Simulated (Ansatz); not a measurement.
YAs: computed property card

YAs:
```xyz
2
Lattice="0.0000 2.8739 2.8739 2.8739 0.0000 2.8739 2.8739 2.8739 0.0000" Properties=species:S:1:pos:R:3 pbc="T T T"
Y      2.8739     2.8739     2.8739
As     0.0000     0.0000     0.0000
```

Space group Fm-3m (No. 225), rock salt; conventional cell a = b = c = 5.748 Å, α = β = γ = 90.00°.

Method: the program Ansatz at the PBEsol level (PAW). Structure relaxed to zero pressure with the same functional. Other levels are named where they apply.

Cell and energy:

* **Volume per atom**: 23.74 Å³
* **Density**: 5.73 g/cm³
* **Formation energy from the elements (no fitted shifts)**: -154 kJ/mol of atoms

Electronic structure:

* **Electronic character**: metallic (no gap)
* **Density of states at the Fermi level**: 0.11 states/eV per atom (mean over ±0.08 eV)
* **Gap with spin–orbit coupling**: none (metallic)

Mechanics:

Bulk modulus (Birch–Murnaghan fit): 825 kbar
Pressure derivative B′: 4.1
Elastic constants (relaxed ions, GPa): C11 = 200, C12 = 24.2, C44 = 38.9
Mechanical stability: stable (all eigenvalues of C positive)
Hill bulk and shear moduli: 82.6 and 54.2 GPa
Young's modulus: 134 GPa
Poisson's ratio: 0.23
Debye temperature from the elastic constants: 353 K

Charges:

* **Bader charges**: Y +1.67, As -1.67 e

The workflow started from an entry of the Crystallography Open Database (COD). Its standing as an ambient phase is unchecked. The PBEsol relaxation kept the symmetry of its start; whether a distortion lowers the energy is not shown. The run is not spin-polarised. As this level gives no gap, shear constants depend on the k-mesh and smearing (Fermi–Dirac, 0.1 eV here). The references are the lowest solids computed at this level, not always the standard phases. Scalar-relativistic: spin–orbit coupling is off unless named, which matters more the heavier the elements.

Potentials: the later of the program's two PAW sets.
